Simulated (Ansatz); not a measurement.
**TiC: from a starting cell to a relaxed one**

The start is a relaxed TiC cell, doubled along one cell vector, shaken by Gaussian noise of σ = 0.08 Å a coordinate. Cell shape, volume and atoms are optimised at zero target pressure with PBE (plane waves to 420 eV, PAW, scalar-relativistic; Ansatz, an electronic-structure program). The first steps use a coarse 9×9×5 k-mesh.

Starting cell:
```yaml
crystal:
  lattice:
    - [0.00000, 2.16630, 2.16630]
    - [2.16630, 0.00000, 2.16630]
    - [4.33260, 4.33260, 0.00000]
  atoms:
    - { symbol: Ti, position: [0.00673, 0.95162, 0.02266] }
    - { symbol: Ti, position: [0.00319, 0.97817, 0.49951] }
    - { symbol: C, position: [0.47200, 0.52981, 0.24538] }
    - { symbol: C, position: [0.57704, 0.50180, 0.74549] }
```

What pressure does the first self-consistent step give?

+7 GPa (positive: the cell is compressed).

What is the largest force in the starting geometry, and on which atom (counted from 1)?

About 2.9 eV/Å, on Ti1 (atoms numbered as listed).

How much energy is released per atom?

0.16 eV/atom.

Is the parent structure recovered?

The parent structure is recovered, Fm-3m (No. 225).

How do the shortest distances between atoms change?

The closest pairs of elements (up to four, under 3.6 Å), start → end: C–Ti 1.96 → 2.17 Å; C–C 2.91 → 3.06 Å; Ti–Ti 2.95 → 3.06 Å.

Final values are on a 18×18×18 k-mesh of the relaxed cell. No spin polarisation in the result.
